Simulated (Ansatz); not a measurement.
HfO2 with phosphorus replacing Hf, one structure, two calculations

Cell: a supercell of HfO2 (fluorite type, Fm-3m) built from an entry of the Crystallography Open Database (COD), with the ions relaxed around the defect (PBE).

```cif
data_Hf7PO16
_symmetry_space_group_name_H-M 'Fm-3m'
_symmetry_Int_Tables_number 225
_cell_length_a 10.2300
_cell_length_b 10.2300
_cell_length_c 10.2300
_cell_angle_alpha 90.000
_cell_angle_beta 90.000
_cell_angle_gamma 90.000
loop_
_atom_site_label
_atom_site_type_symbol
_atom_site_symmetry_multiplicity
_atom_site_Wyckoff_symbol
_atom_site_fract_x
_atom_site_fract_y
_atom_site_fract_z
P P 4 a 0.0000 0.0000 0.0000
Hf2 Hf 24 d 0.2500 0.2500 0.0000
Hf8 Hf 4 b 0.5000 0.5000 0.5000
O9 O 32 f 0.1228 0.1228 0.1228
O12 O 32 f 0.6256 0.3744 0.3744
```

One atom of each set is listed; the run and its k-mesh use a cell of 24 atoms with edges of 7.23, 7.23, 7.23 Å.

First run. All values are calculated (Ansatz; DFT, PBE, plane waves and PAW, scalar-relativistic, collinear spin, 420 eV cutoff, Γ-centred 3×3×3 k-points, Fermi–Dirac smearing 0.01 eV), not measured. Start moments as typed (μB): 1 on each P, none on the rest.

| site | V_zz (10²¹ V/m²) | η | m (μB) |
| --- | --- | --- | --- |
| P | 0.00 | – | 0.09 |
| Hf2 | -3.26 | 0.56 | 0.00 |
| O9 | 5.63 | 0.00 | 0.03 |
| O12 | 1.01 | 0.00 | 0.01 |

Second run. The same atoms and settings, except that the functional is r2SCAN and the cutoff is 500 eV.

Task: What does the second run give?

Result: 

```json
{"site": "P", "V_zz": "0.00", "η": "–", "change of V_zz": "0.00", "m (μB)": "0.19"}
{"site": "Hf2", "V_zz": "-3.02", "η": "0.76", "change of V_zz": "+0.24", "m (μB)": "0.00"}
{"site": "O9", "V_zz": "5.87", "η": "0.00", "change of V_zz": "+0.24", "m (μB)": "0.06"}
{"site": "O12", "V_zz": "0.97", "η": "0.00", "change of V_zz": "-0.04", "m (μB)": "0.01"}
```

The largest change of V_zz is on O9, from 5.63 to 5.87. In per cent, |V_zz| changes by -7 on Hf, +4 on O (all sites that start above 2). Where |V_zz| stays above 0.1, η moves most on Hf2, from 0.56 to 0.76. Other sites without a gradient aren't listed. The absolute magnetisation of the cell goes from 0.5 to 1.0 μB.

The defect repeats with the cell of 24 atoms, so it feels its images: sites between two images don't show the values beside a lone defect, and zeros or small values of η there can come from the images' arrangement. The relaxation keeps the site symmetry m-3m of the start, so the impurity can't leave its site; a distortion that would localise the partly filled state isn't explored. This high-symmetry form of HfO2 is unstable when cold, to shifts of the oxygen columns, towards the tetragonal form. The symmetry of the cell holds that distortion back, wholly or in part, and it would change the field gradients, the more the larger the distortion. The defect cell has no gap above 0.1 eV on its mesh, so the values can hang on the smearing and the k-mesh. Without spin–orbit coupling the gradients at and beside Hf can be off by some per cent, at some sites by more. The run lost most of its start moments on P; a state with other moments may lie lower.
For the first run: The cell keeps the host's lattice, where the PBE pressure is -6 GPa.
For the second run: The program didn't check the stability of this electronic state in full, so a lower one may lie near. The cell keeps the host's lattice, where the r2SCAN pressure is -12 GPa.
